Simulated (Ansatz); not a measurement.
Al$_{3}$Pd$_{2}$ (La2O3 or Ni2Al3 type, P-3m1) under volume change, LDA in the plane-wave PAW code Ansatz, shape and atoms relaxed at each volume.

```csv
V (Å³/atom),E − E(relaxed) (meV/atom),P (GPa)
14.002,68.8,17.35
14.464,28.8,10.58
14.925,6.8,4.85
15.387,0.0,0.00
15.849,6.1,-4.11
16.310,23.0,-7.57
16.772,49.2,-10.49
```

Q: What does a third-order Birch–Murnaghan fit give for V₀, B₀ and B′?

A: V₀ = 15.39 Å³/atom, B₀ = 148 GPa, B′ = 4.6.

The workflow started from a Materials Project entry (that database holds measured and hypothetical structures alike); the Crystallography Open Database copy checked does not list it. Its standing as an ambient phase is unchecked. Symmetry was held in the LDA relaxation; its stability against distortions is not shown here. The run is not spin-polarised.

Potentials: the later of the program's two PAW sets.
